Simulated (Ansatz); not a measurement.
Input:

Y (bcc (W type), Im-3m), a = b = c = 4.0403 Å, α = β = γ = 90.00°; the cell used has 1 atom.

This is the PBE-relaxed structure.

Task: All from the program Ansatz at the PBE level (PAW), unless another level is named. Give the density of states at the Fermi level.

Result: 2.7 states/eV per atom (mean over ±0.08 eV).

Task: Predict the gap with spin–orbit coupling.

Result: none (metallic).

The start of the workflow was typed in or built on a structure type; neither database checked (COD, Materials Project) lists it. It is not the phase usual at ambient conditions (space group No. 194). The PBE relaxation kept the symmetry of its start; whether a distortion lowers the energy is not shown. The run is not spin-polarised. Spin–orbit coupling is left out wherever it is not named.

Potentials: the earlier of the program's two PAW sets.
